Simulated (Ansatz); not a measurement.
Theory: Ansatz, DFT PBE, scalar-relativistic, plane waves, PAW. All cells share a 420 eV cutoff and Γ-centred k meshes spaced at most about 0.3 Å⁻¹ (about 0.25 or finer for metals, 2π included). No spin polarisation in the final relaxations.

These are static total energies at zero pressure. All come from trial cells, and lower structures may exist.

Question: Order these relaxed structures of SiGe₄W by energy, lowest first, with the energy over the lowest of them.
A. Space group P1 (No. 1), triclinic, a = 4.917 Å, b = 4.983 Å, c = 6.503 Å, α = 93.9°, β = 96.4°, γ = 95.2°. Around Si lie 2 Ge at 2.41–2.42 Å, 1 Ge at 2.61 Å, 1 W at 2.65 Å and 2 Ge at 2.87–2.92 Å; Ge on its first site has 2 W at 2.49–2.51 Å, 1 Si at 2.87 Å and 2 Ge at 2.89–3.04 Å; Ge on its second site has 2 W at 2.49–2.51 Å and 1 Si at 2.61 Å; W is surrounded by 6 Ge at 2.46–2.63 Å and 1 Si at 2.65 Å; 2 more sites not described.
B. Space group P6/mmm (No. 191), hexagonal, a = 4.776 Å, c = 5.171 Å. Around Si lie 2 W at 2.59 Å and 12 Ge at 3.06 Å; around Ge lie 5 Ge at 2.52–2.76 Å, 3 W at 3.03 Å and 3 Si at 3.06 Å; W is surrounded by 2 Si at 2.59 Å and 12 Ge at 3.03 Å.
C. Space group P-3m1 (No. 164), trigonal, a = 3.380 Å, c = 10.812 Å. Si has 6 Ge at 2.55 Å; around Ge on its first site lie 3 W at 2.63 Å and 3 Ge at 2.80 Å; around Ge on its second site lie 3 Si at 2.55 Å and 3 Ge at 2.80 Å; around W lie 6 Ge at 2.63 Å.
D. Space group P4/mmm (No. 123), tetragonal, a = 3.191 Å, c = 10.979 Å. Around Si lie 8 Ge at 2.69 Å and 4 Si at 3.19 Å; around Ge on its first site lie 1 Ge at 2.58 Å, 4 Si at 2.69 Å, 1 Ge at 2.93 Å and 4 Ge at 3.19 Å; Ge on its second site is surrounded by 1 Ge at 2.58 Å, 4 W at 2.68 Å, 1 Ge at 2.89 Å and 4 Ge at 3.19 Å; W has 8 Ge at 2.68 Å and 4 W at 3.19 Å.

Answer: D (0 meV/atom), C (53 meV/atom), A (110 meV/atom), B (127 meV/atom). Forms: D P4/mmm; C P-3m1; A P1; B P6/mmm. Counting Ge or Si atoms around W (for each partner element, those within 1.25 times its shortest distance or 1.15 times the sum of covalent radii, where it is the nearest in units of that sum or under 1.3; a plus sign parts groups by distance over the sum of covalent radii): D has W 8; C has W 6; A has W 7; B has W 2+12. D holds Ge–Ge pairs (shortest 2.58 Å); A holds Ge–Ge pairs (shortest 2.52 Å); B holds Ge–Ge chains (shortest 2.52 Å) (bonds between like non-metal atoms; other contacts aren't counted). Even the lowest lies +0.38 eV/atom against the elements.

Spin–orbit coupling, which can matter for W, is left out. Cells relaxed within their symmetry can be saddle points. Some candidate types were left out of the draw beforehand, so a known form may be missing.
